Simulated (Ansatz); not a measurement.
SiRu₂ in space group P6_3/mmc (No. 194; Si on 2c, Ru on 2a, Ru on 2d) at seven volumes, plane-wave PAW PBE (Ansatz code), shape and atoms relaxed at each. One row is withheld.

```tsv
V (Å³/atom)	P (GPa)
12.210	29.40
12.613	17.86
13.015	8.15
13.418	0.00
13.821	-6.83
14.223	-12.57
14.626	?
```

Question: Fit the shown pressures and predict the withheld one.

Answer: P = (3/2)B₀(x^(7/2) − x^(5/2))[1 + (3/4)(B′ − 4)(x − 1)] with x = (V₀/V)^(2/3). Least squares on the six rows gives V₀ = 13.419 Å³/atom, B₀ = 248 GPa, B′ = 4.80. At V = 14.626, x = 0.9442 and P = -17.38 GPa. The run itself gave -17.36 GPa.

A made-up cell: these elements were put on the sites of a structure type; neither database checked (COD, Materials Project) lists it. Whether it is the stable phase at ambient conditions was not checked. The cell was relaxed with PBE under the symmetry of its start; whether a distortion lowers the energy is not shown. The run is not spin-polarised.

Potentials: the later of the program's two PAW sets.
